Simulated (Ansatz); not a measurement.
Y2C in space group R-3m (No. 166; C on 3a, Y on 6c) at seven volumes, r²SCAN (plane waves, PAW; program Ansatz), shape and atoms relaxed at each. One row is withheld.

```json
[
 {"V (Å³/atom)": "21.075", "P (GPa)": "7.34"},
 {"V (Å³/atom)": "21.770", "P (GPa)": "4.54"},
 {"V (Å³/atom)": "22.465", "P (GPa)": "2.10"},
 {"V (Å³/atom)": "23.159", "P (GPa)": "0.00"},
 {"V (Å³/atom)": "23.854", "P (GPa)": "-1.77"},
 {"V (Å³/atom)": "24.549", "P (GPa)": "?"},
 {"V (Å³/atom)": "25.244", "P (GPa)": "-4.55"}
]
```

Question: Fit the shown pressures and predict the withheld one.

Answer: Third-order Birch–Murnaghan: P = (3/2)B₀(x^(7/2) − x^(5/2))[1 + (3/4)(B′ − 4)(x − 1)] with x = (V₀/V)^(2/3). Least squares on the six rows gives V₀ = 23.166 Å³/atom, B₀ = 63.66 GPa, B′ = 4.23. At V = 24.549, x = 0.9621 and P = -3.27 GPa. The run itself gave -3.29 GPa.

The workflow started from an entry of the Crystallography Open Database (COD). Whether it is the stable phase at ambient conditions was not checked. The cell was relaxed with r²SCAN under the symmetry of its start; whether a distortion lowers the energy is not shown. No spin polarisation was allowed.

Potentials: the later of the program's two PAW sets.
